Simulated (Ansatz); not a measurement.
## Energy over volume and axial ratio for LaBi (rock salt)

LaBi (rock salt)

```
LaBi
1.0
    0.00000     3.33114     3.33114
    3.33114     0.00000     3.33114
    3.33114     3.33114     0.00000
La Bi
1 1
Cartesian
  3.33114   3.33114   3.33114
  0.00000   0.00000   0.00000
```

Grid over V/V₀ and (c/a)/(c/a)₀, subscript 0 meaning the relaxed cell; the conventional c axis lies along z; no internal relaxation.

These are r2SCAN (plane waves to 500 eV, PAW, scalar-relativistic; Ansatz, a program for electronic structure) values and carry that method's errors. k mesh 12×12×12 (Γ-centred), Fermi-Dirac smearing 0.05 eV. The energy includes the smearing's −TS. Stress and pressure are positive under compression. With partly filled bands, the response to shear is sensitive to the k mesh, so small differences along c/a are uncertain. LaBi is run without spin polarisation. LaBi was relaxed with its symmetry unable to fall. Spin-orbit coupling is left out, though Bi is heavy. ΔE is measured from the relaxed starting cell.

ΔE (eV/atom), with V/V₀ across and (c/a)/(c/a)₀ down:

```
(c/a)/(c/a)₀ \ V/V₀  0.920  0.947  0.973  1.000  1.027  1.053  1.080
-------------------  -----  -----  -----  -----  -----  -----  -----
0.880                0.252  0.210  0.180  0.160  0.150  0.148  0.153
0.920                0.127  0.095  0.074  0.064  0.062  0.067  0.080
0.960                0.062  0.036  0.020  0.014  0.017  0.027  0.043
1.000                0.043  0.018  0.004  0.000  0.004  0.015  0.033
1.040                0.059  0.033  0.018  0.012  0.015  0.025  0.042
1.080                0.103  0.073  0.054  0.044  0.044  0.051  0.065
1.120                0.170  0.133  0.108  0.094  0.088  0.090  0.099
```

σxx (GPa), with V/V₀ across and (c/a)/(c/a)₀ down:

```tsv
(c/a)/(c/a)₀ \ V/V₀	0.920	0.947	0.973	1.000	1.027	1.053	1.080
0.880	-0.5	-1.7	-2.7	-3.6	-4.3	-5.0	-5.5
0.920	1.2	-0.2	-1.5	-2.5	-3.4	-4.2	-4.9
0.960	3.0	1.4	-0.1	-1.3	-2.4	-3.4	-4.2
1.000	5.0	3.1	1.4	0.0	-1.3	-2.4	-3.3
1.040	7.2	5.0	3.1	1.5	0.1	-1.2	-2.3
1.080	9.5	7.1	5.0	3.2	1.6	0.1	-1.1
1.120	12.1	9.4	7.1	5.0	3.2	1.6	0.2
```

Derived quantities:

* **Shear modulus C′ = (C11 − C12)/2 (fit, atoms clamped)**: 53 GPa
* **Lowest place on the grid**: V/V₀ = 1.000, (c/a)/(c/a)₀ = 1.000 (0 meV/atom)
* **Highest place on the grid**: V/V₀ = 0.920, (c/a)/(c/a)₀ = 0.880 (252 meV/atom)

The 49 points together took about 40 core-minutes (a rough figure).

(A scan under strain: stresses follow from slopes of the energy per volume, elastic moduli from its curvatures.)
